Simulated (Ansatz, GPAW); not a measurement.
Given: the input of a run of GPAW 26.7.0 (ASE script) on CoNiO2. The cell comes from a database or a generator and needn't be the stable form of this composition.

Contents of run.py:

```python
from ase import Atoms
from ase.dft.bandgap import bandgap
from ase.io import write
from ase.units import GPa
from gpaw import GPAW, PW, setup_paths

setup_paths.insert(0, '.')

atoms = Atoms(['Ni', 'Co', 'O', 'O'],
              cell=[[3.014333, 0.0, 0.0],
                    [0.0, 3.014333, 0.0],
                    [0.0, 0.0, 4.222285]],
              scaled_positions=[[0.0, 0.0, 0.0],
                                [0.5, 0.5, 0.5],
                                [0.0, 0.0, 0.5],
                                [0.5, 0.5, 0.0]],
              pbc=True)
atoms.set_initial_magnetic_moments([1.0, 2.0, 0.0, 0.0])

calc = GPAW(mode=PW(800),
            xc='PBEsol',
            kpts={'size': (9, 9, 6), 'gamma': True},
            occupations={'name': 'fermi-dirac', 'width': 0.05},
            nbands=35,
            convergence={'density': 1e-05, 'energy': 1e-05},
            maxiter=150,
            txt='gpaw.txt')
atoms.calc = calc
energy = atoms.get_potential_energy()
forces = atoms.get_forces()
stress = atoms.get_stress()
calc.write('gs.gpw')
write('result.traj', atoms)
print(f'Energy: {energy:.6f} eV')
print('Forces (eV/A):')
print(forces.round(4))
print('Stress (GPa):', (stress / GPa).round(3))
print('Moments:', calc.get_magnetic_moments().round(3))
print('Fermi level:', round(calc.get_fermi_level(), 4), 'eV')
print(f'Gap: {bandgap(calc)[0]:.4f} eV, direct: {bandgap(calc, direct=True)[0]:.4f} eV')
```

Potentials or basis: PAW data sets generated in the run's folder for this functional, pw.

Command:

```console
$ gpaw-setup -f PBEsol Co Ni O
$ OMP_NUM_THREADS=1 python run.py
```

Task: What does the same run look like in Ansatz 0.2.0? Potentials or basis there: Ansatz PAW, cutoff 420 eV.

Result: As run (cutoffs and basis follow the program's own potentials, and thresholds, step limits or extra output files can differ):

File input.yaml:

```yaml
crystal:
  lattice:
    - [3.014333, 0.0, 0.0]
    - [0.0, 3.014333, 0.0]
    - [0.0, 0.0, 4.222285]
  atoms:
    - { symbol: Ni, position: [0.0, 0.0, 0.0], spin: 1.0 }
    - { symbol: Co, position: [0.5, 0.5, 0.5], spin: 2.0 }
    - { symbol: O, position: [0.0, 0.0, 0.5] }
    - { symbol: O, position: [0.5, 0.5, 0.0] }
hamiltonian:
  xc: pbesol
  pseudopotentials: { kind: paw }
magnetization:
  spin_polarized: true
kpoints:
  mp_grid: { grid: [9, 9, 6] }
scf:
  occupations: { method: fermi_dirac, width: 0.05 }
output:
  forces: true
  stress: true
  eigenvalues: true
```

Potentials or basis: Ansatz PAW.

Launch:

```console
$ ansatz run input.yaml --threads 1 --pin off --max-ram 3584MiB --backend cpu --events-out ev --progress --plain --runs-dir out
```

Both were run:

|  | GPAW | Ansatz |
| --- | --- | --- |
| Pressure | -9.9 GPa | -11.9 GPa |
| Net moment | 4.52 μB per cell | 4.55 μB per cell |

Ansatz's pressure holds a Pulay term of +0.75 GPa for its cutoff of 420 eV, which the other run lacks.

The potentials hold 37 and 47 valence electrons a cell.

Ansatz's potentials were made for PBE.

Where Ansatz's input types no cutoff or centring, it takes its own default and a Γ-centred mesh.

The magnetic state is the one that the start led to; the real crystal's order can differ.

Pressure is positive in compression.
